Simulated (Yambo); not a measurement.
Here is the system:

```
LaAlO3
1.0
    3.78295     0.00000     0.00000
    0.00000     3.78295     0.00000
    0.00000     0.00000     3.78295
O Al La
3 1 1
Direct
  0.00000   0.50000   0.00000
  0.50000   0.00000   0.00000
  0.00000   0.00000   0.50000
  0.00000   0.00000   0.00000
  0.50000   0.50000   0.50000
```

Workflow: PBEsol (pw.x of Quantum ESPRESSO, ONCV potentials, scalar-relativistic), then G0W0 in Yambo (4×4×4 Γ-centred k mesh, 105 bands and a 8 Ry block in the screening, 105 bands in G with the Bruneval-Gonze terminator, plasmon pole fitted at 27.2 eV).

Problem. Give the PBEsol and G0W0 gaps between the band edges found on this mesh, and say where the edges lie.

Solution. Edges: R → Γ. PBEsol: 3.44 eV; G0W0: 4.59 eV. Nearest settings tried, and what they do to the gap: 67 bands in W, 67 bands in G: +58 meV; 3 Ry block (33 vectors against 171): +28 meV. Not varied: mesh. So the settings aren't converged at that level. The 4f states are in the valence at their DFT position. The cell is held in this high symmetry; tilts and polar distortions were not searched.

Geometry of the Materials Project entry, not relaxed at this level.

This is not the ordinary phase of the substance.
